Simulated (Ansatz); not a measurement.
With PBE (plane waves, PAW; program Ansatz), Ru in the bcc (W type) structure (Im-3m) relaxes to a = 3.053 Å.

Electronic character: metallic (no gap). Gap from PBE with spin–orbit coupling: none (metallic).

An equation-of-state fit gives a bulk modulus of 279 GPa.

The start of the workflow was typed in or built on a structure type; neither database checked (COD, Materials Project) lists it. It is not the phase usual at ambient conditions (space group No. 194). The cell was relaxed with PBE under the symmetry of its start; its stability against distortions is not shown here. No spin polarisation was allowed. Spin–orbit coupling is left out wherever it is not named.

Potentials: the later of the program's two PAW sets.
